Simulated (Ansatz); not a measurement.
Scan of one atom of the cell for Ni (fcc, Cu type)

Relaxed Ni (fcc, Cu type):

```xyz
4
Lattice="3.4782 0.0000 0.0000 0.0000 3.4782 0.0000 0.0000 0.0000 3.4782" Properties=species:S:1:pos:R:3 pbc="T T T"
Ni     0.0000     0.0000     0.0000
Ni     1.7391     1.7391     0.0000
Ni     1.7391     0.0000     1.7391
Ni     0.0000     1.7391     1.7391
```

In this cell atom 3 (Ni, nearest neighbour Ni at 2.459 Å; its periodic images, 3.5 Å or more away, move with it) is moved by s along Cartesian z, unit vector (0.000, 0.000, 1.000); all other atoms and the cell stay fixed.

These are r2SCAN (plane waves to 500 eV, PAW, scalar-relativistic; Ansatz, a quantum-chemistry and plane-wave program) values and carry that method's errors. k mesh 11×11×11 (Γ-centred), Fermi-Dirac smearing 0.05 eV. Energies are smeared free energies. Stress and pressure are positive under compression. With partly filled bands, energies and forces of such displacements shift with the k mesh and the smearing. F∥ is the force on the atom along that direction. On this mesh the relaxed cell isn't quite at rest: it carries a pressure of 0.1 GPa (compression positive) at the zero of the scan. Ni was relaxed with its symmetry unable to fall. Relaxed Ni ends ferromagnetic. The magnetic order is the one the run started from; other orders were not tried. The zero of ΔE is the undisplaced structure.

```json
[
 {"s (Å)": "-0.490", "ΔE (eV/cell)": "1.324", "P (GPa)": "16.0", "F∥ (eV/Å)": "5.714", "moment (μB/cell)": "2.97"},
 {"s (Å)": "-0.392", "ΔE (eV/cell)": "0.827", "P (GPa)": "10.3", "F∥ (eV/Å)": "4.419", "moment (μB/cell)": "2.99"},
 {"s (Å)": "-0.294", "ΔE (eV/cell)": "0.456", "P (GPa)": "5.9", "F∥ (eV/Å)": "3.183", "moment (μB/cell)": "3.00"},
 {"s (Å)": "-0.196", "ΔE (eV/cell)": "0.200", "P (GPa)": "2.7", "F∥ (eV/Å)": "2.062", "moment (μB/cell)": "3.01"},
 {"s (Å)": "-0.098", "ΔE (eV/cell)": "0.049", "P (GPa)": "0.8", "F∥ (eV/Å)": "1.013", "moment (μB/cell)": "3.00"},
 {"s (Å)": "0.000", "ΔE (eV/cell)": "0.000", "P (GPa)": "0.1", "F∥ (eV/Å)": "0.000", "moment (μB/cell)": "3.00"},
 {"s (Å)": "0.098", "ΔE (eV/cell)": "0.049", "P (GPa)": "0.8", "F∥ (eV/Å)": "-1.013", "moment (μB/cell)": "3.00"},
 {"s (Å)": "0.196", "ΔE (eV/cell)": "0.200", "P (GPa)": "2.7", "F∥ (eV/Å)": "-2.062", "moment (μB/cell)": "3.01"},
 {"s (Å)": "0.294", "ΔE (eV/cell)": "0.456", "P (GPa)": "5.9", "F∥ (eV/Å)": "-3.183", "moment (μB/cell)": "3.00"},
 {"s (Å)": "0.392", "ΔE (eV/cell)": "0.827", "P (GPa)": "10.3", "F∥ (eV/Å)": "-4.419", "moment (μB/cell)": "2.99"},
 {"s (Å)": "0.490", "ΔE (eV/cell)": "1.324", "P (GPa)": "16.0", "F∥ (eV/Å)": "-5.714", "moment (μB/cell)": "2.97"}
]
```

Read from the data:

- Energy at s = 0.490 Å: 1324 meV/cell
- Force along the line at s = -0.490 Å: 5.71 eV/Å
- Symmetry of the curve: even: the same for both signs
- Shape of the curve: a single well with its minimum at or next to zero displacement
- Force constant k = d²E/ds² at s = 0 (finite differences): 10.3 eV/Å²
- Harmonic estimate at the end of the scan: ½ks² = 1234 meV/cell against the computed 1324 meV/cell, so the well is stiffer than harmonic there

(For displaced atoms, the force is minus the slope of the energy, and its curvature is a force constant, which sets phonon frequencies.)
